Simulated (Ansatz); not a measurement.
Ge₂Sb₂Te₅:
```cif
data_Ge2Sb2Te5
_chemical_formula_sum 'Te5 Sb2 Ge2'
_space_group_name_H-M_alt 'P 1'
_space_group_IT_number 1
_cell_length_a 4.23149
_cell_length_b 4.23149
_cell_length_c 17.78368
_cell_angle_alpha 90.000
_cell_angle_beta 90.000
_cell_angle_gamma 120.000
loop_
_space_group_symop_operation_xyz
  'x, y, z'
loop_
_atom_site_label
_atom_site_type_symbol
_atom_site_fract_x
_atom_site_fract_y
_atom_site_fract_z
_atom_site_occupancy
Te1 Te 0.00000 0.00000 0.99551 1
Sb1 Sb 0.33333 0.66667 0.09376 1
Te2 Te 0.66667 0.33333 0.20441 1
Sb2 Sb 0.00000 0.00000 0.31973 1
Te3 Te 0.33333 0.66667 0.41569 1
Te4 Te 0.66667 0.33333 0.58599 1
Ge1 Ge 0.00000 0.00000 0.66418 1
Te5 Te 0.33333 0.66667 0.79122 1
Ge2 Ge 0.66667 0.33333 0.87068 1
```

Relaxed with r²SCAN+D4.

Problem. Tabulate the valence density and the electron localisation function along the shortest Te–Ge contact (2.81 Å), r²SCAN+D4 in the plane-wave PAW code Ansatz.

Solution. 

```
distance from Te (Å)  density (e/Å³)   ELF
--------------------  --------------  ----
0.28                           13.48  0.03
0.42                            8.64  0.07
0.56                            4.62  0.16
0.70                            2.12  0.29
0.84                            1.01  0.41
0.98                            0.66  0.52
1.12                            0.52  0.64
1.26                            0.42  0.70
1.41                            0.36  0.70
1.55                            0.35  0.65
1.69                            0.37  0.57
1.83                            0.44  0.50
1.97                            0.59  0.45
2.11                            1.07  0.39
2.25                            2.97  0.29
2.39                            9.22  0.21
2.53                           22.86  0.23
```

The density is the valence pseudo-density with augmentation charge, so density and ELF within about 1 Å of a nucleus are not all-electron values.

Space group P3m1. The start of the workflow was typed in or built on a structure type; neither database checked (COD, Materials Project) lists it. It is not the phase usual at ambient conditions (space group No. 164). The cell was relaxed with r²SCAN+D4 under the symmetry of its start; whether a distortion lowers the energy is not shown. Scalar-relativistic: spin–orbit coupling is off unless named, which matters more the heavier the elements.

Potentials: the earlier of the program's two PAW sets.
